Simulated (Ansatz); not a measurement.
SrCoO3:
```cif
data_CoO3Sr
_chemical_formula_sum 'Sr1 Co1 O3'
_space_group_name_H-M_alt 'P 1'
_space_group_IT_number 1
_cell_length_a 3.76954
_cell_length_b 3.76954
_cell_length_c 3.76954
_cell_angle_alpha 90.000
_cell_angle_beta 90.000
_cell_angle_gamma 90.000
loop_
_space_group_symop_operation_xyz
  'x, y, z'
loop_
_atom_site_label
_atom_site_type_symbol
_atom_site_fract_x
_atom_site_fract_y
_atom_site_fract_z
_atom_site_occupancy
Sr1 Sr 0.00000 0.00000 0.00000 1
Co1 Co 0.50000 0.50000 0.50000 1
O1 O 0.50000 0.50000 0.00000 1
O2 O 0.00000 0.50000 0.50000 1
O3 O 0.50000 0.00000 0.50000 1
```
Starting moments (μB, in the order of the atoms Sr Co O O O): 0.0 1.7 0.2 0.2 0.2.

Relaxed with PBEsol.

Problem. Which orbitals make up the states near the Fermi level in plane-wave PAW PBEsol (Ansatz code)?

Solution. Within 0.5 eV of the Fermi level: Co 3d 57 %, O 2p 39 %. Projections are on Löwdin-orthogonalised atomic valence shells; empty p or d shells of many metals are not among them.

Problem. Tabulate the density of states.

Solution. States/eV per cell of 5 atoms, in 0.25 eV bins, energy from the Fermi level.

```
E (eV)  total  O 2p  Co 3d  O 2s
------  -----  ----  -----  ----
-7.85    0.00  0.00   0.00  0.00
-7.60    0.00  0.00   0.00  0.00
-7.35    0.08  0.06   0.00  0.00
-7.10    0.49  0.35   0.06  0.01
-6.85    1.40  0.88   0.35  0.02
-6.60    1.75  1.07   0.50  0.02
-6.35    2.35  1.32   0.86  0.02
-6.10    2.39  1.42   0.80  0.02
-5.85    2.12  1.26   0.72  0.02
-5.60    3.12  1.75   1.23  0.02
-5.35    3.62  2.13   1.33  0.03
-5.10    4.75  2.90   1.62  0.03
-4.85    6.31  4.06   1.96  0.03
-4.60    4.72  3.15   1.37  0.02
-4.35    3.06  1.76   1.16  0.02
-4.10    2.45  1.32   1.03  0.01
-3.85    2.60  1.39   1.12  0.01
-3.60    2.52  1.11   1.33  0.01
-3.35    1.36  0.66   0.65  0.01
-3.10    0.95  0.60   0.30  0.01
-2.85    1.35  0.94   0.31  0.02
-2.60    2.18  1.61   0.40  0.04
-2.35    4.22  3.07   0.88  0.10
-2.10    3.39  2.66   0.55  0.05
-1.85    4.96  3.96   0.78  0.05
-1.60    6.14  4.58   1.29  0.06
-1.35    5.55  3.81   1.52  0.05
-1.10    6.43  4.39   1.83  0.05
-0.85    4.85  3.64   1.09  0.04
-0.60    2.32  1.52   0.73  0.03
-0.35    2.24  1.12   1.04  0.04
-0.10    2.62  0.95   1.57  0.05
0.15     5.08  1.80   3.10  0.05
0.40     3.74  1.38   2.21  0.06
0.65     1.25  0.44   0.71  0.07
0.90     0.99  0.40   0.51  0.05
1.15     0.92  0.40   0.46  0.04
1.40     0.90  0.41   0.44  0.04
1.65     0.91  0.43   0.43  0.03
1.90     0.99  0.47   0.47  0.03
2.15     0.98  0.48   0.45  0.03
2.40     0.97  0.49   0.44  0.02
2.65     0.86  0.44   0.39  0.02
2.90     0.49  0.22   0.24  0.01
3.15     0.48  0.23   0.24  0.01
3.40     0.47  0.23   0.23  0.01
3.65     0.48  0.25   0.22  0.00
3.90     0.20  0.10   0.09  0.00
4.15     0.00  0.00   0.00  0.00
4.40     0.00  0.00   0.00  0.00
4.65     0.00  0.00   0.00  0.00
```

Space group Pm-3m (cubic perovskite). The workflow started from an entry of the Crystallography Open Database (COD). Whether it is the stable phase at ambient conditions was not checked. Symmetry was held in the PBEsol relaxation; its stability against distortions is not shown here. The final state is ferromagnetic, chosen from 4 collinear starts compared on coarse meshes (ties went to the first, and starts can fall back to one state), not a proven ground state. No Hubbard U is applied. The compound may be a true metal, but semilocal functionals without U, or a wrong spin order, can also close a gap. Scalar-relativistic: spin–orbit coupling is off unless named, which matters more the heavier the elements.

Potentials: the later of the program's two PAW sets.
